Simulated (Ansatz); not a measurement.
# ZnSnN₂: from a starting cell to a relaxed one

The start is a generated cell, ZnSnN2 built in the beta-NaFeO2 structure type. The structure is fully relaxed (lattice and positions, P = 0) with PBEsol (plane waves to 420 eV, PAW, scalar-relativistic; Ansatz, a quantum-chemistry and plane-wave program). First-step values are on the input's coarse k-mesh.

Ansatz input (later rounds restart from its end on a renewed k-mesh):
Ansatz 0.2 input:
```yaml
crystal:
  lattice:
    - [5.806071, 0, 0]
    - [0, 6.856785, 0]
    - [0, 0, 5.529287]
  atoms:
    - { symbol: Zn, position: [0.083, 0.625, 0] }
    - { symbol: Zn, position: [0.917, 0.375, 0.5] }
    - { symbol: Zn, position: [0.583, 0.875, 0] }
    - { symbol: Zn, position: [0.417, 0.125, 0.5] }
    - { symbol: Sn, position: [0.078, 0.125, 0] }
    - { symbol: Sn, position: [0.922, 0.875, 0.5] }
    - { symbol: Sn, position: [0.578, 0.375, 0] }
    - { symbol: Sn, position: [0.422, 0.625, 0.5] }
    - { symbol: N, position: [0.068, 0.112, 0.365] }
    - { symbol: N, position: [0.932, 0.888, 0.865] }
    - { symbol: N, position: [0.568, 0.388, 0.365] }
    - { symbol: N, position: [0.432, 0.612, 0.865] }
    - { symbol: N, position: [0.095, 0.64, 0.395] }
    - { symbol: N, position: [0.905, 0.36, 0.895] }
    - { symbol: N, position: [0.595, 0.86, 0.395] }
    - { symbol: N, position: [0.405, 0.14, 0.895] }
basis: { ecutwfc: 420, ecutrho_ratio: 4, xc_grid: 2, fft_grid_basis: typed }
kpoints: { mp_grid: { grid: [3, 3, 4] } }
hamiltonian:
  xc: pbesol
  dispersion: none
  pseudopotentials: { kind: paw }
scf: { occupations: { method: fermi_dirac, width: 0.05 } }
relax: { f_tol: 0.01, max_steps: 100, cell: { stress_tol: 0.02 } }
output: { forces: true, stress: true }
```

| Property | Value |
|---|---|
| Largest initial force | 2.57 eV/Å, on N13, N14, N15, N16 (atoms numbered as listed) |
| Volume change | -2.7 %, from 13.76 to 13.38 Å³/atom |
| Band gap at the end | 0.15 eV, direct at Γ (no spin-orbit coupling) |
| Optimiser moves | 7 |

Final values are on a 5×4×5 k-mesh of the relaxed cell. No spin polarisation in the result.

The run could not lose the symmetry of its start.

The first start was generated by placing the elements on the sites of a structure type. Materials Project lists a structure of ZnSnN2 in the same space group, Pna2₁ (No. 33); the sites were not compared with it, nor with measured phases.
